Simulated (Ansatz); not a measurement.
Data:

BP:
```xyz
6
Lattice="3.2596 0.0000 0.0000 -1.6298 2.8229 0.0000 0.0000 0.0000 6.9405" Properties=species:S:1:pos:R:3 pbc="T T T"
B     -0.8149     1.4114     2.3135
B      0.8149     1.4114     4.6270
B      1.6298     0.0000     0.0000
P     -0.8149     1.4114     5.7837
P      0.8149     1.4114     1.1567
P      1.6298     0.0000     3.4702
```

This is the PBEsol-relaxed structure. Cartesian axes are those of the cell as given.

### Question
All from DFT-PBEsol in the program Ansatz with PAW potentials, unless another level is named. Predict the bulk modulus (Birch–Murnaghan fit).

### Answer
181 GPa.

### Question
Predict the elastic constants (relaxed ions, GPa).

### Answer
C11 = 427, C12 = 48.9, C13 = 74.5, C33 = 382, C44 = 209.

Space group P6_422. The start of the workflow was typed in or built on a structure type; neither database checked (COD, Materials Project) lists it. It is not the phase usual at ambient conditions (space group No. 216). The cell was relaxed with PBEsol under the symmetry of its start; of distortions, only those at the zone centre were tested. As this level gives no gap, shear constants depend on the k-mesh and smearing (Fermi–Dirac, 0.1 eV here).

Potentials: the later of the program's two PAW sets.
